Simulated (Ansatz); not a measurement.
The calculation used DFT PBE, scalar-relativistic, plane waves, PAW (Ansatz). Settings: cutoff 420 eV, Γ-centred meshes spaced at most about 0.3 Å⁻¹, and about 0.25 Å⁻¹ or finer for metals (2π included), Gaussian smearing. No spin polarisation in the final relaxations.

All energies are static (0 K, no zero-point motion).

Two relaxed structures of TaH5:

1.

```
Ta H
1.0
     3.55419    0.00000    0.00000
    -1.77710    3.07802    0.00000
     0.00000    0.00000    3.13116
Ta H
1 5
Cartesian
  0.0000 0.0000 1.5656
  2.4747 0.0000 0.0000
  0.5398 0.9349 0.0000
  -1.2373 2.1431 0.0000
  1.7771 1.0260 1.5656
  0.0000 2.0520 1.5656
```

2.

```
Ta H
1.0
    -1.47848    1.83948    5.36683
     1.47848   -1.83948    5.36683
     1.47848    1.83948   -5.36683
Ta H
1 5
Direct
  0.50000 0.00000 0.50000
  0.32764 0.82764 0.50000
  0.67236 0.17236 0.50000
  0.00000 0.00000 0.00000
  0.62105 0.62105 0.00000
  0.37895 0.37895 0.00000
```

Problem. Which form is favoured at zero pressure, and by what margin per atom?

Solution. Cell 1 is lower, by 286 meV/atom. Cell 1 has Ta and H ordered on hcp sites, space group P-62m (No. 189), 5.7 Å³/atom and no gap on its mesh; cell 2 has space group Immm (No. 71), 9.7 Å³/atom and no gap. Counting H atoms around Ta (those within 1.25 times the shortest such distance or 1.15 times the sum of covalent radii), cell 1 has Ta 12 and cell 2 has Ta 8. Even the lower one lies +0.14 eV/atom against the reference forms of the elements (uncorrected), a margin that errors in the energy of the gaseous reference can exceed. In cell 1, around Ta lie 6 H at 1.90 Å and 6 H at 2.05 Å; H on a site of symmetry m2m is surrounded by 2 H at 1.87 Å, 2 Ta at 1.90 Å, 4 H at 2.00 Å and 4 H at 2.15 Å; H on a site of symmetry -6 has 9 H at 2.00–2.05 Å and 3 Ta at 2.05 Å. In cell 2, Ta is surrounded by 4 H at 1.84–1.85 Å, 4 H at 1.97 Å and 2 Ta at 2.96 Å; H on a site of symmetry mm2 has 2 H at 1.58 Å and 1 Ta at 1.85 Å; around H on a site of symmetry mmm lie 2 Ta at 1.84 Å; 1 more site not described. Both come from invented guesses.

No dispersion correction is applied, so the spacing and binding between layers, chains or molecules are poorly described (Immm), and this can change margins and order among such cells. Spin–orbit coupling, which can matter for Ta, is left out. With hydrogen, zero-point motion can shift such differences by 10 meV/atom or more. Cells relaxed within their symmetry can be saddle points.
